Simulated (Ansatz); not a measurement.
# Ta: from a starting cell to a relaxed one

The start is a randomly generated symmetric cell of Ta (space group No. 70). The cell and all atomic positions are relaxed at zero pressure with r2SCAN (plane waves to 500 eV, PAW, scalar-relativistic; Ansatz, a quantum-chemistry and plane-wave program). First-step values are on the input's coarse k-mesh.

Ansatz input (later rounds restart from its end on a renewed k-mesh):
Ansatz 0.2 input:
```yaml
crystal:
  lattice:
    - [0, 3.5431546, 3.570198]
    - [3.2642447, 0, 3.570198]
    - [3.2642447, 3.5431546, 0]
  atoms:
    - { symbol: Ta, position: [0.77874017, 0.77874017, 0.22125983] }
    - { symbol: Ta, position: [0.02874017, 0.02874017, 0.47125983] }
    - { symbol: Ta, position: [0.22125983, 0.22125983, 0.77874017] }
    - { symbol: Ta, position: [0.47125983, 0.47125983, 0.02874017] }
basis: { ecutwfc: 500, ecutrho_ratio: 4, xc_grid: 4, fft_grid_basis: typed }
kpoints: { mp_grid: { grid: [8, 8, 8] } }
hamiltonian:
  xc: r2scan
  dispersion: none
  pseudopotentials: { azcp: { folder: ./paw }, kind: paw }
scf: { occupations: { method: fermi_dirac, width: 0.05 } }
relax: { f_tol: 0.01, max_steps: 100, cell: { stress_tol: 0.02 } }
output: { forces: true, stress: true }
```

- Initial pressure: -16.1 GPa (negative: the cell is under tension)
- Largest initial force: 1.40 eV/Å, on Ta1, Ta2, Ta3, Ta4 (atoms numbered as listed)
- Outcome: The space group goes from Fddd (No. 70) to Im-3m (No. 229); the end is bcc (W type), with 1 atom in the primitive cell
- Energy released: 0.34 eV/atom
- Shortest distances (start → end): The closest pairs of elements (up to four, under 3.6 Å), start → end: Ta–Ta 2.77 → 2.86 Å
- Band gap at the end: no gap (metallic)
- Optimiser moves: 9

Final values are on a 20×20×20 k-mesh of the relaxed cell. No spin polarisation in the result.

The run could not lose the symmetry of its start; a randomly shaken copy of 2 atoms returns to this structure.
